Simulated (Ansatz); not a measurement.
# TmSe₂ (fluorite structure)

Method: PBEsol, scalar-relativistic; collinear spin; PAW, 420 eV, 8×8×8 k-mesh, Gaussian smearing of 0.05 eV; code Ansatz; PAW files: Ansatz's generated set soft_2.

```
Tm Se
1.0
     0.00000    3.34256    3.34256
     3.34256    0.00000    3.34256
     3.34256    3.34256    0.00000
Tm Se
1 2
Direct
  0.00000 0.00000 0.00000
  0.25000 0.25000 0.25000
  0.75000 0.75000 0.75000
```

The start was a prototype's sites filled with these elements, not a measured cell.

Magnetic state: ferromagnetic, site spin moments Tm 1.47 μB.

**Question.** Which orbitals carry the states at the Fermi level, and how many states are there?

**Answer.** Within 0.1 eV of it: Tm 4f 77 %, Se 4p 19 % (shares among the projected shells). The density of states at the Fermi level is about 11 states/eV per cell, averaged over 0.3 eV.

Density of states (tetrahedra, averaged over 0.5 eV; states/eV per cell of 3 atoms; energy in eV from the Fermi level; projections on Löwdin-orthogonalised atomic orbitals, summed over sites):

```csv
E,total,Se 4p,Tm 4f down,Tm 4f up,Tm 5d up,Tm 5d down
-5.10,0.0,0.0,0.0,0.0,0.0,0.0
-4.60,0.7,0.5,0.0,0.0,0.1,0.1
-4.10,1.1,0.8,0.0,0.0,0.1,0.1
-3.60,3.4,2.7,0.0,0.0,0.3,0.3
-3.10,3.6,2.8,0.0,0.1,0.3,0.3
-2.60,2.8,2.1,0.0,0.1,0.2,0.2
-2.10,2.8,1.0,0.0,1.5,0.1,0.1
-1.60,7.3,1.7,0.1,5.2,0.1,0.1
-1.10,8.9,1.6,0.2,6.7,0.1,0.1
-0.60,7.6,2.0,5.0,0.3,0.1,0.1
-0.10,10.1,2.3,7.3,0.1,0.2,0.2
0.40,2.6,1.3,1.1,0.0,0.1,0.1
0.90,0.8,0.6,0.2,0.0,0.0,0.0
1.40,0.2,0.2,0.0,0.0,0.0,0.0
1.90,0.0,0.0,0.0,0.0,0.0,0.0
2.40,0.2,0.0,0.0,0.0,0.1,0.0
2.90,0.5,0.0,0.0,0.0,0.2,0.2
3.40,2.2,0.2,0.0,0.0,0.9,0.7
3.90,3.4,0.2,0.0,0.0,1.5,1.4
```

Without a U the open 4f shell is pinned at the Fermi level, an artefact: in the real crystal it splits into occupied and empty levels away from it, and its large orbital moment is missing here. These numbers lack spin–orbit coupling. The run wasn't fully tested for a lower electronic state. Site moments are of spin, integrated over atomic spheres. No antiparallel order was tried.

The open shells may stand above their lowest state, and forces and pressures are less sure for it.
